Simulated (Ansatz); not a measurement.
# Notes on FeCO$_{3}$

```
Fe C O
1.0
     2.29542    1.32526    4.77982
    -2.29542    1.32526    4.77982
     0.00000   -2.65052    4.77982
Fe C O
2 2 6
Direct
  0.00000 0.00000 0.00000
  0.50000 0.50000 0.50000
  0.25000 0.25000 0.25000
  0.75000 0.75000 0.75000
  0.52770 0.97230 0.25000
  0.25000 0.52770 0.97230
  0.97230 0.25000 0.52770
  0.47230 0.02770 0.75000
  0.75000 0.47230 0.02770
  0.02770 0.75000 0.47230
```

Method: r2SCAN, no spin polarisation; PAW, plane waves to 500 eV, 7×7×7 Γ-centred mesh, fermi-dirac occupations (width 0.1 eV) (Ansatz 0.2.0), atoms fixed.

Q: Which orbitals make up the band edges?

A: Within 0.7 eV of the edges, the states project mainly on Fe d (93 %) below the gap and on Fe d (77 %) and O p (13 %) above it.

Q: Is the cell too large or too small?

A: The pressure is -4.4 GPa (compression positive), so with the atoms held at these fractions the cell would first shrink; the forces are large, so a full relaxation may end otherwise. The principal stresses -7.2, -3.0, -3.0 GPa differ, so its shape would change too.

Q: Which atom feels the largest force, and which way?

A: The largest is on O5 (and as large on other atoms): 1.18 eV/Å, components (1.18, 0.00, 0.00). It makes 180° with the line to a nearest neighbour, C3 at 1.27 Å, pointing away from it.

Q: What is the formation energy?

A: -1.20 eV an atom against the elements' usual phases (free molecules for gases, crystals otherwise, with no correction for O₂ or N₂), so it is bound against them; other compounds may still compete. Relaxing would lower it.

Q: Metal or insulator? Give the gap.

A: The gap is 1.69 eV, indirect (the least direct gap found is 1.76 eV). A semilocal functional usually gives too small a gap.

Origin: a database entry at a rescaled volume. Caveats: no spin polarisation, so a magnetic state may lie lower.
